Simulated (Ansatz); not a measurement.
Data:

NaI (rock salt) is sheared across one {110} plane: the third cell vector gains the shift, so faults repeat every 6.9 Å. The cut lies between planes 2.28 Å apart; the cell height is held.

```xyz
6
Lattice="4.5680 0.0000 0.0000 0.0000 6.4601 0.0000 2.2840 3.2301 6.8520" Properties=species:S:1:pos:R:3 pbc="T T T"
I      1.9033     2.6917     5.7100
I      1.9033     2.6917     1.1420
I      4.1873     5.9218     3.4260
Na     1.9033     5.9218     5.7100
Na     1.9033     5.9218     1.1420
Na     4.1873     2.6917     3.4260
```

In-plane vectors a = (4.568, 0.000) Å, b = (0.000, 6.460) Å, area 29.51 Å². The shift is s times the vector b (length 6.460 Å), so s = 1 restores the start. The shift is rigid: no atom relaxes. γ = [E(shift) − E(0)] / area.

Level of theory: r2SCAN (plane waves to 500 eV, PAW, scalar-relativistic; Ansatz, a first-principles code). k mesh 7×7×7 (Γ-centred), Fermi-Dirac smearing 0.05 eV. E is the zero-smearing estimate. Faults lie only 6.9 Å apart, and holding the cell height and the atoms raises γ above its relaxed value. NaI was relaxed with its symmetry unable to fall. Spin-orbit coupling is left out, though I is heavy. γ is measured from zero shift.

The scan covers s from 0.000 to 0.917 in 12 points.

**Question.** Does γ have a local minimum between the ends of the line, and at which s?

**Answer.** No computed point is one.

**Question.** At which s is γ highest?

**Answer.** s = 0.500.

**Question.** What is the highest γ among twelve even steps of s?

**Answer.** 1.60 J/m².

(The slope of γ gives the shear force per area between the displaced halves; near zero shift its curvature is an elastic stiffness.)
